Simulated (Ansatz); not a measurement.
An Ansatz (a quantum-chemistry and plane-wave program) run. Input:

Ansatz 0.2 input:
```yaml
crystal:
  lattice:
    - [3.567077522, 0.0, 0.0]
    - [0.0, 3.567077522, 0.0]
    - [0.0, 0.0, 5.1659383667]
  atoms:
    - { symbol: Hf, position: [0.0, 0.0, 0.0] }
    - { symbol: Hf, position: [0.5, 0.5, 0.5] }
    - { symbol: O, position: [0.0, 0.5, 0.2000964821] }
    - { symbol: O, position: [0.0, 0.5, 0.7000964821] }
    - { symbol: O, position: [0.5, 0.0, 0.2999035179] }
    - { symbol: O, position: [0.5, 0.0, 0.7999035179] }
kpoints:
  mp_grid: { grid: [7, 7, 5] }
basis: { xc_grid: 2 }
hamiltonian:
  xc: pbesol
  pseudopotentials: { kind: paw }
scf:
  occupations: { method: fixed }
output:
  optics: { e_range: [0.0, 15.0], de: 0.05, sigma: 0.1, bands: { spectra_wanted_up_to: 12 eV } }
```

Output (shortened):

```
output.optics: the spectra are integrated over the Brillouin zone by k·p interpolation around the k-points, where levels, occupations, output.optics.sigma and …
Pseudopotential: Hf, paw, valence charge 26
Pseudopotential: O, paw, valence charge 6
Functional definition: PBEsol
Crystal: 6 atoms, lattice volume = 65.732 Å³
Basis set: ecut = 420 eV, 1277 PW (Γ), exchange–correlation on 48×48×72 points (8 copies of the dense FFT grid, shifted against one another)
Bands: 46, of which v1, the nominal top of the filled ones, is band 38 counted from 1 (37 counted from 0)
Symmetry: 16 space group operations
Space group: P42/nmc (ITA 137), of the structure as read, at distance tolerance 4.0e-5 Å
k-points: 30 of 245
SCF iter   1: F=—  HF=-33450.350179 eV  |F-HF|=—  |Δ(HF+E_count)|=         —  Δρ=1.87e-2  dr2=1.83e-1  ethr=1.77e-3  ⟨swp⟩=4.1  Hψ=3879  notcnv=0  defer=124
preconditioner: auto → Resta (q_TF=auto, 2.795 Å⁻¹)
SCF iter   2: F=—  HF=-33450.303218 eV  |F-HF|=—  |Δ(HF+E_count)|=   4.70e-2  Δρ=3.17e-3  dr2=2.18e-3  ethr=2.41e-4  ⟨swp⟩=2.0  Hψ=2440  notcnv=0  defer=176
SCF iter   3: F=—  HF=-33450.303294 eV  |F-HF|=—  |Δ(HF+E_count)|=   7.57e-5  Δρ=1.65e-3  dr2=7.29e-4  ethr=2.86e-6  ⟨swp⟩=2.0  Hψ=2140  notcnv=0  defer=179
SCF iter   4: F=—  HF=-33450.303534 eV  |F-HF|=—  |Δ(HF+E_count)|=   2.40e-4  Δρ=7.17e-4  dr2=1.84e-4  ethr=9.59e-7  ⟨swp⟩=2.5  Hψ=2404  notcnv=0  defer=147
SCF iter   5: F=—  HF=-33450.303417 eV  |F-HF|=—  |Δ(HF+E_count)|=   1.17e-4  Δρ=1.50e-4  dr2=9.90e-6  ethr=2.42e-7  ⟨swp⟩=2.1  Hψ=2131  notcnv=0  defer=111
SCF iter   6: F=—  HF=-33450.303239 eV  |F-HF|=—  |Δ(HF+E_count)|=   1.78e-4  Δρ=2.60e-5  dr2=4.01e-7  ethr=1.30e-8  ⟨swp⟩=2.0  Hψ=2359  notcnv=0  defer=111
SCF iter   7: F=—  HF=-33450.303238 eV  |F-HF|=—  |Δ(HF+E_count)|=   8.22e-7  Δρ=5.38e-6  dr2=2.44e-8  ethr=5.28e-10  ⟨swp⟩=2.0  Hψ=2407  notcnv=0  defer=111
SCF iter   8: F=—  HF=-33450.303238 eV  |F-HF|=—  |Δ(HF+E_count)|=   1.46e-8  Δρ=1.81e-6  dr2=3.22e-9  ethr=3.21e-11  ⟨swp⟩=2.1  Hψ=2318  notcnv=0  defer=111
SCF iter  11: F=-33450.303238 eV  HF=-33450.303238 eV  |F-HF|=0.00e0  |Δ(HF+E_count)|=    0.00e0  Δρ=5.27e-8  dr2=1.29e-12  ethr=1.00e-12  ⟨swp⟩=3.3  Hψ=3119  notcnv=0
SCF 1 converged in 11 iterations: F = -33450.303238 eV  dr2 = 1.29e-12
NSCF: frozen V_eff on 30 k-points
Optics k sum: 0 of 30 k-points
Optics k sum: 2 of 30 k-points
Optics k sum: 3 of 30 k-points
Optics k sum: 5 of 30 k-points
Optics k sum: 6 of 30 k-points
Optics k sum: 8 of 30 k-points
Optics k sum: 9 of 30 k-points
Optics k sum: 11 of 30 k-points
Optics k sum: 12 of 30 k-points
Optics k sum: 14 of 30 k-points
Optics k sum: 15 of 30 k-points
Optics k sum: 17 of 30 k-points
Optics k sum: 18 of 30 k-points
Optics k sum: 20 of 30 k-points
Optics k sum: 21 of 30 k-points
Optics k sum: 23 of 30 k-points
Optics k sum: 24 of 30 k-points
Optics k sum: 26 of 30 k-points
Optics k sum: 27 of 30 k-points
Optics k sum: 29 of 30 k-points
Optics k sum: 30 of 30 k-points
Optics k sum: 0 of 30 k-points
Optics k sum: 2 of 30 k-points
Optics k sum: 3 of 30 k-points
Optics k sum: 5 of 30 k-points
Optics k sum: 6 of 30 k-points
Optics k sum: 8 of 30 k-points
Optics k sum: 9 of 30 k-points
Optics k sum: 11 of 30 k-points
Optics k sum: 12 of 30 k-points
Optics k sum: 14 of 30 k-points
Optics k sum: 15 of 30 k-points
Optics k sum: 17 of 30 k-points
Optics k sum: 18 of 30 k-points
Optics k sum: 20 of 30 k-points
Optics k sum: 21 of 30 k-points
Optics k sum: 23 of 30 k-points
Optics k sum: 24 of 30 k-points
Optics k sum: 26 of 30 k-points
Optics k sum: 27 of 30 k-points
Optics k sum: 29 of 30 k-points
Optics k sum: 30 of 30 k-points
NSCF: frozen V_eff on 1 k-points
NSCF: frozen V_eff on 1 k-points
NSCF: frozen V_eff on 1 k-points
NSCF: frozen V_eff on 1 k-points
NSCF: frozen V_eff on 1 k-points
output.optics: what the bands over the 59 summed would add to eps1, eps2 and the energy-loss function is held between a lower and an upper bound (9 Lanczos …
SCF converged after 11 iterations
Free energy (F): -33450.303238 eV
Harris-Foulkes:  -33450.303238 eV  (|F-HF|=0.00e0)
Internal energy: -33450.303238 eV  (E = F + TS)
E sigma→0 (E₀):  -33450.303238 eV
Fermi energy:    14.986478 eV
--- Per-component energies (eV) ---
  E_band       = 83.782688
  E_kinetic    = 1543.994570
  E_local      = -11602.946898  (includes V_loc(G=0)·N_el)
  E_nonlocal   = -2281.188729
  E_hartree    = 5314.815660
  E_xc         = -887.343945
  E_vxc        = -906.833830  (∫ρ·V_xc dr)
  E_paw        = -14222.978710  (= ΣΔE_a)
  E_vpaw       = 2701.116208  (= ΣTr[D̂ρ^β])
  E_aug_tail   = 0.010048  (compensation charges beyond the density's cutoff)
  E_ewald      = -11317.308568
  E_core_change = 2.643335  (= ΣΔE_core)
  E_smearing   =  0.000000  (= −TS)
  E_closure    = 0.000000  (closes the sum)
  Σ components = -33450.303238   (vs F -33450.303238, Δ=0.00e0)
  [band-id]    e_kinetic+e_local+e_nonlocal+2·e_hartree+e_vxc+e_vpaw+e_augmentation_tail = 83.782689   (vs E_band 83.782688, Δ=1.08e-6)
--- Band table (eV; the first three rows and the last of 30) ---
  k-point 0: bands = ["-45.1422", "-45.1250", "-14.2258", "-13.8536", "-13.8536", "-13.7804", "-13.7376", "-13.7376", "-3.0461", "-1.3936", "-1.0322", "-0.5207", "4.9735", "4.9735", "4.9792", "4.9882", "4.9882", "5.0076", "5.0079", "5.0160", "5.0160", …
  k-point 1: bands = ["-45.1406", "-45.1266", "-14.1868", "-13.8426", "-13.8426", "-13.8268", "-13.7488", "-13.7488", "-2.8775", "-1.3148", "-1.2676", "-0.5985", "4.9753", "4.9753", "4.9793", "4.9896", "4.9896", "5.0101", "5.0148", "5.0148", "5.0223", …
  k-point 2: bands = ["-45.1363", "-45.1310", "-14.0813", "-13.9441", "-13.8140", "-13.8140", "-13.7777", "-13.7777", "-2.4213", "-1.8155", "-1.1012", "-0.8240", "4.9791", "4.9791", "4.9860", "4.9908", "4.9908", "5.0043", "5.0139", "5.0139", "5.0166", …
  k-point 29: bands = ["-45.1233", "-45.1231", "-14.1282", "-14.1173", "-14.0452", "-14.0234", "-13.8808", "-13.8794", "-1.1374", "-1.0839", "-1.0588", "-0.9818", "4.9698", "4.9717", "4.9809", "4.9824", "4.9914", "4.9918", "4.9953", "4.9959", "5.0008", …
```

Cost: roughly 100 core-seconds on shared cores.

Space group P4_2/nmc. This is a known high-temperature phase of the composition, computed here at zero pressure and temperature. The cell was relaxed with PBEsol under the symmetry of its start; whether a distortion lowers the energy is not shown. No spin polarisation was allowed. Spin–orbit coupling is left out wherever it is not named.

Potentials: the later of the program's two PAW sets.

Ansatz is a plane-wave DFT program.
